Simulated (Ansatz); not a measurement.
ZnSe (zinc blende)

```
ZnSe
1.0
    0.00000     2.86650     2.86650
    2.86650     0.00000     2.86650
    2.86650     2.86650     0.00000
Se Zn
1 1
Direct
  0.75000   0.75000   0.75000
  0.00000   0.00000   0.00000
```

Scan: atom 2 (Zn, nearest neighbour Se at 2.482 Å; its periodic images, 4.1 Å or more away, move with it) is displaced along Cartesian x, direction (1.000, 0.000, 0.000) in Cartesian axes, by s. The other atoms stay.

Computed with PBE (plane waves to 420 eV, PAW, scalar-relativistic; Ansatz, an electronic-structure program). k mesh 8×8×8 (Γ-centred), Fermi-Dirac smearing 0.05 eV. The energy includes the smearing's −TS. ZnSe was relaxed with its symmetry unable to fall. The zero of ΔE is the undisplaced structure.

| s (Å) | ΔE (meV/cell) |
|---|---|
| -0.740 | 1173 |
| -0.592 | 794 |
| -0.444 | 465 |
| -0.296 | 213 |
| -0.148 | withheld |
| 0.000 | 0 |
| 0.148 | withheld |
| 0.296 | 213 |
| 0.444 | 465 |
| 0.592 | 794 |
| 0.740 | 1173 |

Fit an even polynomial form (powers 2, 4) to the given rows and predict ΔE at s = 0.148.

Least squares on the 9 given rows: ΔE = (2483)·s² + (-622.9)·s⁴, in meV/cell with s in Å; root-mean-square residual 0.2 meV/cell. At 0.148 the fit gives 54 meV/cell; the calculation gives 54 meV/cell, the same to the digits shown. The quadratic term alone would give 54 meV/cell.

(A displaced cell: forces are minus the slopes of the energy, force constants its curvatures, and phonons follow from these.)
